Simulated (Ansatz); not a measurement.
The elements of this relaxed trial crystal are hidden behind letters.

```
lattice vectors (Å)
   3.4510    0.0000    0.0000
  -1.7255    2.9886    0.0000
   0.0000    0.0000    9.3617
fractional positions
X 0.0000 0.0000 0.5000
Z 0.3333 0.6667 0.8305
Z 0.6667 0.3333 0.1695
Q 0.6667 0.3333 0.7020
Q 0.0000 0.0000 0.0000
Q 0.3333 0.6667 0.2980
```

All numbers below come from Ansatz 0.2.0, DFT PBE, scalar-relativistic, plane waves, PAW. The final run on the 6-atom cell used 420 eV, a Γ-centred 12×12×4 mesh, 0.10 eV smearing and no spin polarisation.

```
Space group                                : P-3m1 (No. 164)
Conventional cell                          : a = 3.451 Å, c = 9.362 Å
Volume per atom                            : 16.09 Å³
Density                                    : 2.68 g/cm³
Formation energy                           : −0.18 eV/atom
Gap on the 12×12×4 mesh of the 6-atom cell : 0 eV (a metal)
```

Energies are uncorrected and count from the elements' standard states at the same level.

Task: X is an s-block element of period 2, Z is a p-block element of period 3 and Q is a p-block element of period 3. Which elements are they?

Result: X = Li, Z = Si, Q = P, so the formula is LiSi2P3. Density times volume gives a mean mass of 2.68 × 16.09/1.6605 = 26.0 u per atom, and this set has 26.0 u. Li is surrounded by 6 P at 2.75 Å; Si is surrounded by 3 P at 2.33 Å and 3 P at 2.55 Å; P on a site of symmetry 3m has 3 Si at 2.33 Å and 3 Li at 2.75 Å; 1 more site not described. Other sets within the hints have nearly the same mass, so mass alone doesn't settle it; this one was computed.

A structure relaxed within its symmetry needn't be a true minimum.
